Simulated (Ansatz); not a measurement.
HfO₂ (fluorite)

```
HfO2
1.0
    0.00000     2.54880     2.54880
    2.54880     0.00000     2.54880
    2.54880     2.54880     0.00000
Hf O
1 2
Direct
  0.00000   0.00000   0.00000
  0.25000   0.25000   0.25000
  0.75000   0.75000   0.75000
```

Scan: atom 2 (O, nearest neighbour Hf at 2.207 Å; its periodic images, 3.6 Å or more away, move with it) is displaced along Cartesian [111], direction (0.577, 0.577, 0.577) in Cartesian axes, by s. The other atoms stay.

Method: PBE (plane waves to 420 eV, PAW, scalar-relativistic; Ansatz, a first-principles code). k mesh 9×9×9 (Γ-centred), Fermi-Dirac smearing 0.05 eV. The energy includes the smearing's −TS. HfO2 is run without spin polarisation. HfO2 was relaxed with its symmetry unable to fall. Spin-orbit coupling is left out, though Hf is heavy. This is a high-temperature form of HfO2. The zero of ΔE is the undisplaced structure.

```tsv
s (Å)	ΔE (meV/cell)
-0.220	319
-0.176	195
-0.132	104
-0.088	44
-0.044	11
0.000	0
0.044	10
0.088	37
0.132	81
0.176	139
0.220	209
```

Task: What force constant k = d²E/ds² at s = 0 does the table give?

Result: 10 eV/Å². It is the second difference of the nearest points, corrected with the next pair.

Task: With k = 10.50 eV/Å² from the forces, is the well harmonic out to s = 0.220 Å?

Result: ½ks² = 254 meV/cell against the computed 209 meV/cell, so the well is softer than harmonic there.

(For displaced atoms, the force is minus the slope of the energy, and its curvature is a force constant, which sets phonon frequencies.)
